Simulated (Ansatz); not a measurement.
Input:

Be3Ir:
```
CELL_PARAMETERS angstrom
     -1.62968     1.62968     3.62026
      1.62968    -1.62968     3.62026
      1.62968     1.62968    -3.62026
ATOMIC_POSITIONS crystal
  Be 0.75000 0.25000 0.50000
  Be 0.25000 0.75000 0.50000
  Be 0.50000 0.50000 0.00000
  Ir 0.00000 0.00000 0.00000
```

This is the r²SCAN-relaxed structure.

Question: All from the program Ansatz at the r²SCAN level (PAW), unless another level is named. Estimate the formation energy from the elements (no fitted shifts).

Answer: -0.48 eV/atom.

Question: Next, the density of states at the Fermi level?

Answer: 0.25 states/eV per atom (mean over ±0.08 eV).

Space group I4/mmm. The workflow started from a Materials Project entry (that database holds measured and hypothetical structures alike); the Crystallography Open Database copy checked does not list it. With Be and Ir taken as one species the cell has the higher symmetry Fm-3m, so it may be an ordered model of a mixed-site phase. Whether it is the stable phase at ambient conditions was not checked. The r²SCAN relaxation kept the symmetry of its start; whether a distortion lowers the energy is not shown. No spin polarisation was allowed. The references are the lowest solids computed at this level, not always the standard phases. Spin–orbit coupling is left out wherever it is not named.

Potentials: the later of the program's two PAW sets.
